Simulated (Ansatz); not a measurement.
This Zr2Al5 structure is the end of a relaxation. The cell was found from a structure generator's guess, not taken from experiment.

Method: DFT PBE, scalar-relativistic, plane waves, PAW (Ansatz 0.2.0). Cutoff 420 eV, Γ-centred mesh, Gaussian smearing, no spin polarisation.

```
Zr Al
1.0
     5.32732    0.00000    0.00000
    -2.66366    4.61359    0.00000
     0.00000    0.00000    5.13682
Zr Al
2 5
Direct
  0.33333 0.66667 0.50000
  0.66667 0.33333 0.50000
  0.50000 0.00000 0.00000
  0.00000 0.50000 0.00000
  0.50000 0.50000 0.00000
  0.00000 0.00000 0.74169
  0.00000 0.00000 0.25831
```

Energies over the elements count from the elements' standard structures at the same level, with no fitted energy shifts.

(1) What space group does it have?

(2) How far does it lie from the elements in energy?

(3) Is it a metal?

## Answers

(1) P6/mmm (No. 191). Conventional cell: a = 5.327 Å, c = 5.137 Å. Zr has 6 Al at 2.99 Å, 3 Zr at 3.08 Å and 6 Al at 3.32 Å; Al on a site of symmetry mmm is surrounded by 4 Al at 2.66 Å, 4 Al at 2.98 Å and 4 Zr at 2.99 Å; around Al on a site of symmetry 6mm lie 1 Al at 2.48 Å, 1 Al at 2.65 Å, 6 Al at 2.98 Å and 6 Zr at 3.32 Å.

(2) −0.33 eV/atom. A negative formation energy is needed for stability but isn't enough: competing phases decide.

(3) Yes, bands cross the Fermi level on the 12×12×8 mesh.

The last run used a 12×12×8 mesh (in the run's order of axes) for its 7-atom cell and Gaussian smearing of 0.10 eV. Symmetry constrained the relaxation, so the result can be a saddle point.
